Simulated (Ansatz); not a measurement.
SrMn3 in the AuCu3-type structure

The computed numbers are results of PBE, scalar-relativistic (collinear spin) in the plane-wave PAW code Ansatz at 420 eV, Γ-centred 8×8×8 mesh, 0.05 eV Gaussian smearing. The datasets are Ansatz's generated set soft_2.

```
Sr Mn
1.0
     4.27790    0.00000    0.00000
     0.00000    4.27790    0.00000
     0.00000    0.00000    4.27790
Sr Mn
1 3
Direct
  0.00000 0.00000 0.00000
  0.00000 0.50000 0.50000
  0.50000 0.50000 0.00000
  0.50000 0.00000 0.50000
```

The cell came from substitution into a structure type; no database entry of this phase was matched, which doesn't show that none exists.

The geometry is fixed. Moments are started on Mn in several ways. Signs follow the order of those atoms. q is the propagation vector of an order in a doubled cell, in units of this cell's reciprocal vectors; doubled cells take an equivalent mesh or are counted from a ferromagnetic run in the same cell, unless said otherwise. Energies count from the first row, the state in which the cell was relaxed.

The starts:
- ferromagnetic
- no spin polarisation
- ferrimagnetic in the cell, signs ++-
- antiparallel, q = (0, 0, 1/2), signs +++---
- antiparallel, q = (0, 1/2, 1/2), signs +++---
- antiparallel, q = (1/2, 1/2, 1/2), signs +++---
- small parallel moments

(1) Which start ends lowest, and how far above it lies the solution without spin polarisation?

Answer:

(1) Lowest: antiparallel, q = (0, 0, 1/2), signs +++---. Without spin polarisation the energy is 995 meV/atom higher.

```
                                          start  largest typed moment (μB)  ΔE (meV/atom)  gap on the mesh (eV)  P (GPa)                      final spin moments (μB)
                                  ferromagnetic                       3.90            0.0                 metal      0.0                            Sr -0.06; Mn 3.56
                           no spin polarisation                       0.00          983.9                 metal    -13.2                                         none
           ferrimagnetic in the cell, signs ++-                       3.50           -0.3                 metal      2.0                               Mn 3.70, -3.81
    antiparallel, q = (0, 0, 1/2), signs +++---                       3.50          -11.4                 metal      0.7  Sr -0.07, 0.07; Mn 3.61, 3.56, -3.61, -3.56
  antiparallel, q = (0, 1/2, 1/2), signs +++---                       3.50            2.1                 metal      1.4                  Mn 3.66, 3.67, -3.66, -3.67
antiparallel, q = (1/2, 1/2, 1/2), signs +++---                       3.50           47.5                 metal      1.9                               Mn 3.67, -3.67
                         small parallel moments                       0.50            0.0                 metal      0.0                            Sr -0.06; Mn 3.56
```

The program noted a lower state or an instability beside: antiparallel, q = (0, 1/2, 1/2), signs +++---; antiparallel, q = (1/2, 1/2, 1/2), signs +++---. The lower rows of the table may be what it saw.

The atoms aren't at rest in: antiparallel, q = (0, 0, 1/2), signs +++--- (forces up to 0.37 eV/Å); antiparallel, q = (0, 1/2, 1/2), signs +++--- (forces up to 0.31 eV/Å), so relaxing would lower these rows.

Without spin polarisation the pressure is 13.9 GPa lower than in the lowest state, so the magnetic solution wants the larger cell.

Only orders that fit these small cells were tried, so the real crystal's order may be another.

Site moments are of spin, integrated over atomic spheres.

A lower state of the open shells can't be excluded.
